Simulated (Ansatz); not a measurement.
CdS (zinc blende)

```yaml
crystal:
  lattice:
    - [0.00000, 2.93890, 2.93890]
    - [2.93890, 0.00000, 2.93890]
    - [2.93890, 2.93890, 0.00000]
  atoms:
    - { symbol: S, position: [0.75000, 0.75000, 0.75000] }
    - { symbol: Cd, position: [0.00000, 0.00000, 0.00000] }
```

The volume is varied about the relaxed value V₀ at fixed cell shape. Symmetry pins the atoms to their sites.

The numbers are results of r2SCAN (plane waves to 500 eV, PAW, scalar-relativistic; Ansatz, a first-principles code), not measurements. k mesh 10×10×10 (Γ-centred), Fermi-Dirac smearing 0.05 eV. Compression counts positive. CdS was relaxed with its symmetry unable to fall.

At one point of the scan the stress tensor (GPa) is:

```
   -6.4      0.0      0.0
    0.0     -6.4      0.0
    0.0      0.0     -6.4
```

### Question
Which point is it?
A) V/V₀ = 1.160
B) V/V₀ = 1.040
C) V/V₀ = 1.080
D) V/V₀ = 1.120

### Answer
A, V/V₀ = 1.160

(A scan under strain: stresses follow from slopes of the energy per volume, elastic moduli from its curvatures.)
